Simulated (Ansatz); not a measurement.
BN:
```
BN
1.0
    2.52733     0.00000     0.00000
   -1.26366     2.18873     0.00000
    0.00000     0.00000     8.30882
B N
4 4
Direct
  0.00000   0.00000   0.99973
  0.00000   0.00000   0.49973
  0.66667   0.33333   0.75046
  0.33333   0.66667   0.25046
  0.00000   0.00000   0.81320
  0.00000   0.00000   0.31320
  0.66667   0.33333   0.56224
  0.33333   0.66667   0.06224
```

Tensor components refer to the Cartesian frame of this cell.

### Question
Give the proper piezoelectric stress tensor with relaxed ions from plane-wave PAW LDA (Ansatz code).

### Answer
In C/m², rows x, y, z, Voigt columns; mesh uncertainty up to 0.00.
```
 0.00   0.00   0.00   0.00  -0.35   0.00
 0.00   0.00   0.00  -0.35   0.00   0.00
-0.35  -0.35   0.86   0.00   0.00   0.00
```

The elastic tensor of the same run (GPa):

```
 978   150  74.6   0.0   0.0   0.0
 150   978  74.6   0.0   0.0   0.0
74.6  74.6  1060   0.0   0.0   0.0
 0.0   0.0   0.0   357   0.0   0.0
 0.0   0.0   0.0   0.0   357   0.0
 0.0   0.0   0.0   0.0   0.0   414
```

### Question
Convert to strain constants d = e·S.

### Answer
In pC/N:
```
 0.0   0.0   0.0   0.0  -1.0   0.0
 0.0   0.0   0.0  -1.0   0.0   0.0
-0.4  -0.4   0.9   0.0   0.0   0.0
```

Space group P6_3mc. The cell is a constructed one: a structure type filled with these elements. Its sites differ from those of the usual phase in this space group: another stacking or structure type. The LDA relaxation kept the symmetry of its start; phonons on a q-mesh show no instability.

Potentials: the later of the program's two PAW sets.
